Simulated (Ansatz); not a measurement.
ZrO2:
```
ZrO2
1.0
    3.62095     0.00000     0.00000
    0.00000     3.62095     0.00000
    0.00000     0.00000     5.28313
Zr O
2 4
Direct
  0.00000   0.00000   0.00000
  0.50000   0.50000   0.50000
  0.00000   0.50000   0.19280
  0.00000   0.50000   0.69280
  0.50000   0.00000   0.30720
  0.50000   0.00000   0.80720
```

Relaxed with PBE.

Task: Which orbitals make up the states near the band edges in PBE in the plane-wave PAW code Ansatz?

Result: Top 1 eV of the valence band: O 2p 91 %, Zr 4d 6 %. Bottom 1 eV of the conduction band: Zr 4d 89 %, O 2p 9 %. Projections are on Löwdin-orthogonalised atomic valence shells; empty p or d shells of many metals are not among them.

Task: Tabulate the density of states.

Result: States/eV per cell of 6 atoms, in 0.25 eV bins, energy from the valence-band maximum.

```csv
E (eV),total,O 2p,Zr 4d,O 2s
-5.20,0.00,0.00,0.00,0.00
-4.95,0.14,0.09,0.04,0.00
-4.70,0.95,0.62,0.25,0.00
-4.45,1.78,1.20,0.47,0.01
-4.20,4.47,3.06,1.23,0.02
-3.95,8.42,5.79,2.38,0.02
-3.70,4.48,3.13,1.21,0.01
-3.45,5.87,4.30,1.31,0.03
-3.20,5.93,4.52,1.10,0.04
-2.95,4.49,3.55,0.70,0.05
-2.70,4.97,4.03,0.64,0.06
-2.45,3.98,3.30,0.45,0.05
-2.20,2.75,2.25,0.33,0.05
-1.95,3.75,3.09,0.47,0.06
-1.70,5.44,4.59,0.60,0.07
-1.45,5.89,5.02,0.63,0.05
-1.20,6.17,5.32,0.62,0.05
-0.95,7.87,6.81,0.82,0.05
-0.70,5.05,4.50,0.40,0.03
-0.45,6.82,6.25,0.38,0.04
-0.20,6.38,6.03,0.21,0.03
0.05,0.39,0.38,0.01,0.00
0.30,0.00,0.00,0.00,0.00
0.55,0.00,0.00,0.00,0.00
0.80,0.00,0.00,0.00,0.00
1.05,0.00,0.00,0.00,0.00
1.30,0.00,0.00,0.00,0.00
1.55,0.00,0.00,0.00,0.00
1.80,0.00,0.00,0.00,0.00
2.05,0.00,0.00,0.00,0.00
2.30,0.00,0.00,0.00,0.00
2.55,0.00,0.00,0.00,0.00
2.80,0.00,0.00,0.00,0.00
3.05,0.00,0.00,0.00,0.00
3.30,0.00,0.00,0.00,0.00
3.55,0.00,0.00,0.00,0.00
3.80,0.00,0.00,0.00,0.00
4.05,0.04,0.00,0.04,0.00
4.30,0.34,0.01,0.32,0.00
4.55,4.18,0.25,3.80,0.05
4.80,9.45,0.85,8.32,0.09
5.05,8.83,1.00,7.61,0.06
5.30,8.13,1.41,6.45,0.08
5.55,1.03,0.26,0.72,0.01
5.80,0.00,0.00,0.00,0.00
6.05,0.07,0.00,0.05,0.01
6.30,5.16,0.34,3.88,0.64
6.55,4.02,0.40,2.96,0.41
6.80,3.76,0.46,2.66,0.37
7.05,3.82,0.54,2.54,0.37
7.30,2.78,0.45,1.74,0.24
7.55,3.43,0.63,2.07,0.27
7.80,4.03,0.86,2.67,0.20
8.05,5.68,1.35,3.82,0.15
8.30,4.91,1.27,3.19,0.12
8.55,4.49,1.23,2.80,0.11
8.80,3.28,0.95,1.99,0.06
```

Space group P4_2/nmc. This is a known high-temperature phase of the composition, computed here at zero pressure and temperature. The PBE relaxation kept the symmetry of its start; whether a distortion lowers the energy is not shown. The run is not spin-polarised. Scalar-relativistic: spin–orbit coupling is off unless named, which matters more the heavier the elements.

Potentials: the later of the program's two PAW sets.
